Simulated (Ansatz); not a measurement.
PbS (rock salt, Fm-3m), a = b = c = 6.009 Å, α = β = γ = 90.00°; the cell used has 2 atoms.

Relaxed with PBE.

**Question.** Which orbitals make up the states near the band edges in plane-wave PAW PBE (Ansatz code)?

**Answer.** Top 1 eV of the valence band: S 3p 72 %, Pb 6s 17 %, Pb 6p 9 %. Bottom 1 eV of the conduction band: Pb 6p 70 %, S 3s 15 %, S 3p 10 %. Projections are on Löwdin-orthogonalised atomic valence shells; empty p or d shells of many metals are not among them.

**Question.** Tabulate the density of states.

**Answer.** States/eV per cell of 2 atoms, in 0.25 eV bins, energy from the valence-band maximum.

```
E (eV)  total  S 3p  Pb 6p  Pb 6s
------  -----  ----  -----  -----
-7.85    2.05  0.32   0.03   1.59
-7.60    1.39  0.19   0.02   1.05
-7.35    0.98  0.11   0.01   0.72
-7.10    0.36  0.05   0.00   0.24
-6.85    0.21  0.02   0.00   0.13
-6.60    0.13  0.01   0.00   0.09
-6.35    0.07  0.00   0.00   0.05
-6.10    0.01  0.00   0.00   0.01
-5.85    0.00  0.00   0.00   0.00
-5.60    0.00  0.00   0.00   0.00
-5.35    0.00  0.00   0.00   0.00
-5.10    0.00  0.00   0.00   0.00
-4.85    0.02  0.01   0.01   0.00
-4.60    0.28  0.15   0.12   0.00
-4.35    0.49  0.27   0.20   0.01
-4.10    0.73  0.42   0.29   0.02
-3.85    0.82  0.49   0.30   0.02
-3.60    1.08  0.67   0.37   0.02
-3.35    1.37  0.89   0.43   0.03
-3.10    1.87  1.28   0.53   0.03
-2.85    1.98  1.40   0.50   0.04
-2.60    1.99  1.47   0.44   0.04
-2.35    2.10  1.61   0.40   0.05
-2.10    2.20  1.76   0.34   0.06
-1.85    2.30  1.92   0.26   0.07
-1.60    1.41  1.14   0.15   0.09
-1.35    1.02  0.73   0.14   0.13
-1.10    1.84  1.38   0.17   0.25
-0.85    1.52  1.10   0.13   0.25
-0.60    0.79  0.55   0.07   0.15
-0.35    0.17  0.11   0.02   0.04
-0.10    0.01  0.01   0.00   0.00
0.15     0.00  0.00   0.00   0.00
0.40     0.00  0.00   0.00   0.00
0.65     0.03  0.00   0.02   0.00
0.90     0.16  0.02   0.11   0.00
1.15     0.31  0.03   0.21   0.01
1.40     0.66  0.07   0.47   0.01
1.65     0.93  0.10   0.67   0.02
1.90     1.05  0.12   0.76   0.02
2.15     1.31  0.14   0.99   0.02
2.40     1.35  0.14   1.07   0.01
2.65     1.50  0.18   1.19   0.01
2.90     1.43  0.21   1.10   0.01
3.15     1.40  0.24   1.04   0.01
3.40     1.44  0.27   1.03   0.01
3.65     1.60  0.33   1.09   0.01
3.90     1.89  0.40   1.19   0.01
4.15     2.88  0.64   1.66   0.01
4.40     2.90  0.71   1.65   0.01
4.65     1.68  0.48   1.02   0.00
4.90     0.86  0.28   0.51   0.00
5.15     0.52  0.18   0.30   0.00
```

The cell was relaxed with PBE under the symmetry of its start; of distortions, only those at the zone centre were tested. Scalar-relativistic: spin–orbit coupling is off unless named, which matters more the heavier the elements.

Potentials: the later of the program's two PAW sets.
